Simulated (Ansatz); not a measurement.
A short materials screen. Surface loss at microwave frequencies, Drude damping in the near infrared and electronic heat conduction all follow from the resistivity and the plasma energy of a metal.

The reference row is bcc W. Frequency 10 GHz, photon energy 1.2 eV, T = 300 K, Lorenz number 2.44×10⁻⁸ WΩ/K². All rows are cubic metals, run without spin polarisation.

Methods, by column (Ansatz, a plane-wave PAW program): resistivity, plasma energy, N(E_F): PBEsol, Boltzmann equation with harmonic phonons, 300 K, mean over directions.

Not checked to be the ambient phase: HfTc (CsCl type); TaTc (CsCl type); TiTc (CsCl type). Spin–orbit coupling is left out unless named.

Working rules: R_s = √(πfμ₀ρ) = 6.283 mΩ × √(f ρ); ħγ = ħε₀ω_p²ρ = 0.1345 meV × (ħω_p)² ρ; quality = ω/γ; κ_e = L₀T/ρ = 732/ρ.

| crystal | ρ (μΩ·cm) | ħω_p (eV) | N(E_F) (states/eV/atom) | surface resistance (mΩ) | damping ħγ (meV) | Drude quality | electronic κ (W/(m·K)) |
|---|---|---|---|---|---|---|---|
| HfTc (CsCl type) | 6.2 | 7.6 | 0.75 | ? | ? | ? | ? |
| TaTc (CsCl type) | 3.7 | 5.6 | 0.24 | 38 | 15.6 | 77 | 200 |
| TiTc (CsCl type) | 7.1 | 7.9 | 0.78 | ? | ? | ? | ? |
| bcc W, reference | 5.1 | 7.9 | 0.44 | 45 | 42.8 | 28 | 140 |

Q: Fill in the missing entries.

A: 
- TiTc (CsCl type): R_s = 6.283 × √(10 × 7.1) = 53 mΩ; ħγ = 0.1345 × 7.9² × 7.1 = 59.6 meV; Drude quality: 1200/59.6 = 20; κ_e = 732/7.1 = 100 W/(m·K).
- HfTc (CsCl type): R_s = 6.283 × √(10 × 6.2) = 49 mΩ; ħγ = 0.1345 × 7.6² × 6.2 = 48.2 meV; Drude quality: 1200/48.2 = 25; κ_e = 732/6.2 = 120 W/(m·K).

Ranking by Drude quality, highest first: TaTc (CsCl type) (77 ± 14), bcc W (28 ± 5.3) ≈ HfTc (CsCl type) (25 ± 4.7) ≈ TiTc (CsCl type) (20 ± 3.8). The ± follows from allowances picked for this note (resistivity 12 %, plasma energy 4 %, 12 % for the model), carried to first order and added in quadrature; ≈ joins neighbours closer than their two ± added in quadrature. On this figure 1 of 3 candidates do clearly better than the reference.

Only phonon scattering is included, so films lose more. Interband absorption, often the larger optical loss, is outside the Drude quality. Resistivities move by up to 12 % from half the mesh. The rows are a sample of cubic metals; oxides, V to Ni (no spin in these runs) and Tl, Pb, Bi were not drawn. Limits of the draw: cubic metals without O, V to Ni, Tl, Pb or Bi. As a rule kept out of such tables: 4f compounds, open-shell compounds run without a Hubbard term, cells found unstable in the tests at hand, cells close to a higher symmetry, and runs set to a pressure or over 12 % in volume from the crystal's fullest run.
